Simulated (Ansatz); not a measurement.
Si₃Mo₅:
```cif
data_Mo20Si12
_chemical_formula_sum 'Si12 Mo20'
_space_group_name_H-M_alt 'I4/mcm'
_space_group_IT_number 140
_space_group_name_Hall '-I 4 2c'
_cell_length_a 9.64055
_cell_length_b 9.64055
_cell_length_c 4.89486
_cell_angle_alpha 90.000
_cell_angle_beta 90.000
_cell_angle_gamma 90.000
loop_
_atom_site_label
_atom_site_type_symbol
_atom_site_symmetry_multiplicity
_atom_site_Wyckoff_symbol
_atom_site_fract_x
_atom_site_fract_y
_atom_site_fract_z
_atom_site_occupancy
Si1 Si 8 h 0.16724 0.33276 0.00000 1
Si2 Si 4 a 0.00000 0.00000 0.25000 1
Mo1 Mo 16 k 0.22397 0.07678 0.00000 1
Mo2 Mo 4 b 0.00000 0.50000 0.25000 1
```
(The calculation used a cell of 16 atoms; values per cell refer to that cell.)

Relaxed at zero pressure with r²SCAN (plane waves, PAW; program Ansatz).

The volume is raised by 3 % and shape and atoms relax at that volume. What pressure results, and how do the axes share the change?

-7.1 GPa; a 0.9 %, b 0.9 %, c 1.1 %; the energy rises by 10 meV/atom.

Give the new structure.


Space group I4/mcm (No. 140); a = 9.728 Å, b = 9.728 Å, c = 4.951 Å, α = 90.00°, β = 90.00°, γ = 90.00°

```json
[
 {"atom": "Si", "site": "8h", "symmetry": "m.2m", "x": "0.1670", "y": "0.3330", "z": "0.0000"},
 {"atom": "Si", "site": "4a", "symmetry": "422", "x": "0.0000", "y": "0.0000", "z": "0.2500"},
 {"atom": "Mo", "site": "16k", "symmetry": "m..", "x": "0.2241", "y": "0.0768", "z": "0.0000"},
 {"atom": "Mo", "site": "4b", "symmetry": "-42m", "x": "0.0000", "y": "0.5000", "z": "0.2500"}
]
```

The phase is kept; no other phase was compared at this pressure.

The first step of the workflow began from a Materials Project structure, measured or hypothetical; the Crystallography Open Database files this formula in space group No. 140, but the cells were not matched. Whether it is the stable phase at ambient conditions was not checked. Symmetry was held in the r²SCAN relaxation; its stability against distortions is not shown here. The run is not spin-polarised.

Potentials: the later of the program's two PAW sets.
